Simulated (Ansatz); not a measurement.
GaN in space group P-6m2 (No. 187; Ga on 1a, N on 1f) at seven volumes, DFT-PBE in the program Ansatz with PAW potentials, shape and atoms relaxed at each. One row is withheld.

| V (Å³/atom) | P (GPa) |
|---|---|
| 9.390 | 20.04 |
| 9.700 | 12.16 |
| 10.010 | 5.56 |
| 10.319 | 0.00 |
| 10.629 | -4.70 |
| 10.938 | ? |
| 11.248 | -11.67 |

### Question
Fit the shown pressures and predict the withheld one.

### Answer
P = (3/2)B₀(x^(7/2) − x^(5/2))[1 + (3/4)(B′ − 4)(x − 1)] with x = (V₀/V)^(2/3). Least squares on the six rows gives V₀ = 10.319 Å³/atom, B₀ = 168 GPa, B′ = 4.97. At V = 10.938, x = 0.9619 and P = -8.47 GPa. The run itself gave -8.48 GPa.

The cell is a constructed one: a structure type filled with these elements; neither database checked (COD, Materials Project) lists it. It is not the phase usual at ambient conditions (space group No. 186, 216). Symmetry was held in the PBE relaxation; its stability against distortions is not shown here.

Potentials: the earlier of the program's two PAW sets.
